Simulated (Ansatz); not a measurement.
# Be: from a starting cell to a relaxed one

The start is a relaxed Be cell, doubled along one cell vector, shaken by Gaussian noise of σ = 0.08 Å a coordinate. The structure is fully relaxed (lattice and positions, P = 0) with r2SCAN (plane waves to 500 eV, PAW, scalar-relativistic; Ansatz, an electronic-structure program). The first steps use a coarse 9×18×18 k-mesh.

Initial structure:
```yaml
crystal:
  lattice:
    - [-2.49959, 2.49959, 2.49959]
    - [1.24980, -1.24980, 1.24980]
    - [1.24980, 1.24980, -1.24980]
  atoms:
    - { symbol: Be, position: [0.00055, 0.98803, 0.04494] }
    - { symbol: Be, position: [0.47310, 0.93527, 0.95371] }
```

- Largest initial force = 1.06 eV/Å, on Be1, Be2 (atoms numbered as listed)
- Relative to the parent = It does not go back: it reaches P6₃/mmc (No. 194), hcp (Mg type), 0.10 eV/atom below the parent
- Shortest distances (start → end) = The closest pairs of elements (up to four, under 3.6 Å), start → end: Be–Be 2.02 → 2.21 Å
- Band gap at the end = no gap (metallic)
- Optimiser moves = 16

Relaxed structure:

Space group P6₃/mmc (No. 194); a = 2.263 Å, b = 2.263 Å, c = 3.563 Å, α = 90.00°, β = 90.00°, γ = 120.00°

```json
[
 {"atom": "Be", "site": "2c", "symmetry": "-6m2", "x": "0.3333", "y": "0.6667", "z": "0.2500"}
]
```

Final values are on a 23×23×13 k-mesh of the relaxed cell. No spin polarisation in the result.

The run could not lose the symmetry of its start.

Of the parent cell (Im-3m (No. 229)): it is a generated cell of Be: the first start was made by placing the elements on the sites of a structure type, and the end was not matched to a known phase here, so it may be hypothetical. Known forms of Be include space group No. 194.
